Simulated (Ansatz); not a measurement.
Below is a relaxed structure of Be3Al5. The cell was found from a structure generator's guess, not taken from experiment.

Computed with Ansatz, DFT PBE, scalar-relativistic, plane waves, PAW. Cutoff 420 eV, Γ-centred mesh, Gaussian smearing, no spin polarisation.

```xyz
8
Lattice="6.3000 0.0000 0.0000 0.0000 6.3000 0.0000 0.0000 0.0000 2.7461" Properties=species:S:1:pos:R:3 pbc="T T T"
Be    0.0000    3.1500    0.0000
Be    3.1500    0.0000    0.0000
Be    3.1500    3.1500    0.0000
Al    4.6145    4.6145    1.3731
Al    1.6855    1.6855    1.3731
Al    1.6855    4.6145    1.3731
Al    0.0000    0.0000    0.0000
Al    4.6145    1.6855    1.3731
```

Energies over the elements count from the elements' standard structures at the same level, with no fitted energy shifts.

Question: Find its symmetry and describe it.

Answer: P4/mmm (No. 123). Conventional cell: a = 6.300 Å, c = 2.746 Å. Be on a site of symmetry mmm is surrounded by 8 Al at 2.62 Å, 2 Be at 2.75 Å, 2 Al at 3.15 Å and 2 Be at 3.15 Å; Be on a site of symmetry 4/mmm is surrounded by 8 Al at 2.48 Å, 2 Be at 2.75 Å and 4 Be at 3.15 Å; around Al on a site of symmetry m2m lie 6 Be at 2.48–2.62 Å, 4 Al at 2.75 Å and 2 Al at 2.93 Å; Al on a site of symmetry 4/mmm has 10 Al at 2.75 Å and 4 Be at 3.15 Å.

Question: What is its formation energy per atom?

Answer: +0.27 eV/atom. A positive value: parting into the elements would lower its energy.

Question: Is it a metal?

Answer: Yes, bands cross the Fermi level on the 6×6×12 mesh.

Question: From what recipe could a structure generator have reached it?

Answer: One such recipe: ordered superstructure of bcc (P4/mmm, No. 123). Other recipes can lead to the same cell.

The last run used a 6×6×12 mesh (in the run's order of axes) for its 8-atom cell and Gaussian smearing of 0.10 eV. Symmetry constrained the relaxation, so the result can be a saddle point.
